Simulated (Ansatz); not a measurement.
**Piezoelectric tensor of ZnS**

Level of theory: DFT HSE06, scalar-relativistic, plane waves, PAW in Ansatz. Settings: 420 eV plane-wave cutoff, Γ-centred 6×6×6 mesh, fixed occupations. No spin polarisation.

The cell is fixed (symmetry leaves no force on the atoms) and stands under 0.0 GPa:
```
CELL_PARAMETERS angstrom
0.00000 2.71290 2.71290
2.71290 0.00000 2.71290
2.71290 2.71290 0.00000
ATOMIC_POSITIONS crystal
Zn 0.00000 0.00000 0.00000
S 0.25000 0.25000 0.25000
```

The cell is the ideal cubic zincblende prototype.

Problem. Give the relaxed-ion proper piezoelectric stress tensor e_iJ (C/m², Voigt columns xx yy zz yz xz xy).

Solution.
```
x   0.000 0.000 0.000 0.100 0.000 0.000
y   0.000 0.000 0.000 0.000 0.100 0.000
z   0.000 0.000 0.000 0.000 0.000 0.100
```
Signs follow the orientation of the cell as given.

Problem. With the elastic constants (GPa, Voigt order)
C11 = 103.3, C12 = 60.7, C13 = 60.7, C22 = 103.3, C23 = 60.7, C33 = 103.3, C44 = 48.0, C55 = 48.0, C66 = 48.0 GPa; the others vanish.
find the strain coefficients d = e·C⁻¹ (pC/N).

Solution.
```
x   0.00 0.00 0.00 2.09 0.00 0.00
y   0.00 0.00 0.00 0.00 2.09 0.00
z   0.00 0.00 0.00 0.00 0.00 2.09
```

Cost: 1 run of about 41 core-minutes, on Arm Neoverse V1 (shared hosts).